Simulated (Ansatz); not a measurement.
# Property card of a Sc sheet

The cell was found from a structure generator's guess, not taken from experiment.

All numbers below come from DFT PBE, scalar-relativistic, plane waves, PAW in Ansatz 0.2.0. Cutoff 420 eV; k points 12×12×1 on the computed 2-atom cell (Γ-centred); Gaussian smearing, width 0.10 eV; collinear spin from starting moments 1.2 1.2 μB.

This is a two-dimensional sheet: the third axis spans vacuum and isn't periodic.

```xyz
2
Lattice="5.2482 0.0000 0.0000 -2.6241 4.5451 0.0000 0.0000 0.0000 23.8000" Properties=species:S:1:pos:R:3 pbc="T T F"
Sc    0.0000    3.0301    7.0000
Sc    2.6241    1.5150    7.0000
```

Energies count from the standard state of Sc at the same level.

```json
{
 "Layer group": "p6/mmm (No. 80)",
 "In-plane cell": "a = 5.248 Å, b = 5.248 Å, γ = 120.0°",
 "Area per atom": "11.93 Å²",
 "Thickness between the outermost nuclei": "0.00 Å",
 "Energy over the standard state": "+2.57 eV/atom",
 "Band gap over mesh and path": "none (metal or semimetal)",
 "Net moment per atom": "1.78 μB",
 "Moment by site": "Sc 1.1 (×2) μB",
 "Density of states at the Fermi level": "10.4 states/eV per cell",
 "Bader charges (e)": "Sc1 0.00, Sc2 0.00"
}
```

The last run used collinear spin, a 12×12×1 mesh for its 2-atom cell and Gaussian smearing of 0.10 eV. Another magnetic order may lie lower. Site moments count only spheres around the atoms; the net moment includes the space between them.
